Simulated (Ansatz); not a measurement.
Values for one crystal, relaxed and computed with the program Ansatz at the r²SCAN level (PAW); other levels are named.

Volume per atom: 11.12 Å³
Band gap: 4.53 eV (indirect)
Smallest direct gap on the standard path: 4.92 eV
Valence-band maximum: at R
Pressure derivative B′: 3.8
Mechanical stability: stable (all eigenvalues of C positive)
Young's modulus: 71.7 GPa

Q: Pick the material that matches.
A) Si, P4_32_12 (Si on 4a, Si on 8b)
B) C, Pn-3m (C on 2a, C on 8e)
C) Si, P6_3/mmc (Si on 4f)
D) Ge, diamond

A: B, C, Pn-3m (C on 2a, C on 8e)

The start of the workflow was typed in or built on a structure type; neither database checked (COD, Materials Project) lists it. It is not the phase usual at ambient conditions (space group No. 194, 227). The cell was relaxed with r²SCAN under the symmetry of its start; whether a distortion lowers the energy is not shown.

Potentials: the earlier of the program's two PAW sets.
